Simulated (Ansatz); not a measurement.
This run works on a generated trial structure, not on a known crystal.

Input and command of a plane-wave DFT calculation in Ansatz:

```yaml
crystal:
  lattice:
    - [6.56164437, 0.0, 0.0]
    - [-3.28082218, 5.68255071, 0.0]
    - [0.0, 0.0, 4.71079982]
  atoms:
    - { symbol: Sc, position: [0.66666667, 0.33333333, 0.81724267] }
    - { symbol: Al, position: [0.22250706, 0.77749294, 0.60314221] }
    - { symbol: Al, position: [0.22250706, 0.44501411, 0.60314221] }
    - { symbol: Al, position: [0.55498589, 0.77749294, 0.60314221] }
    - { symbol: As, position: [0.5077328, 0.4922672, 0.45318235] }
    - { symbol: As, position: [0.5077328, 0.01546559, 0.45318235] }
    - { symbol: As, position: [0.98453441, 0.4922672, 0.45318235] }
    - { symbol: As, position: [0.33333333, 0.66666667, 0.93023543] }
basis:
  ecutwfc: 420
kpoints:
  mp_grid: { grid: [3, 3, 4] }
hamiltonian:
  xc: pbe
scf:
  occupations: { method: gaussian, width: 0.2 }
  lower_state_search: "off"
output:
  forces: true
  stress: true
  eigenvalues: true
relax:
  adjacent_minimum: "off"
  f_tol: 0.08
  max_steps: 16
  cell: { stress_tol: 0.8 }
```

```bash
ansatz run input.yaml --threads 1 --pin off --max-ram 2560MiB --backend cpu --events-out ev --progress --plain --runs-dir out
```

Processor: Arm Neoverse N1, 1 thread, on a host shared with other jobs.

Task: How long does it run, and how much memory does it take?

Result: About 4.3 min, peak memory 0.47 GiB. It solves 48 bands at 10 k points (after reduction by symmetry) with about 4747 plane waves (on the last cell), in 96 SCF iterations over 14 ionic steps.
